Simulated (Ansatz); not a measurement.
Data:

HfSi:
```
CELL_PARAMETERS angstrom
      3.29000     0.00000     0.00000
      0.00000     3.29000     0.00000
      0.00000     0.00000     3.29000
ATOMIC_POSITIONS crystal
  Hf 0.00000 0.00000 0.00000
  Si 0.50000 0.50000 0.50000
```

This is the PBE-relaxed structure.

Q: All from PBE in the plane-wave PAW code Ansatz, unless another level is named. Predict the electronic character.

A: metallic (no gap).

Q: And the formation energy from the elements (no fitted shifts)?

A: -0.24 eV/atom.

Q: Give the density of states at the Fermi level.

A: 1.2 states/eV per atom (mean over ±0.08 eV).

Space group Pm-3m (CsCl type). A made-up cell: these elements were put on the sites of a structure type; neither database checked (COD, Materials Project) lists it. COD files the formula under space group No. 62, so this cell is another polymorph or a model. Whether it is the stable phase at ambient conditions was not checked. The cell was relaxed with PBE under the symmetry of its start; whether a distortion lowers the energy is not shown. No spin polarisation was allowed. The references are the lowest solids computed at this level, not always the standard phases. Scalar-relativistic: spin–orbit coupling is off unless named, which matters more the heavier the elements.

Potentials: the later of the program's two PAW sets.
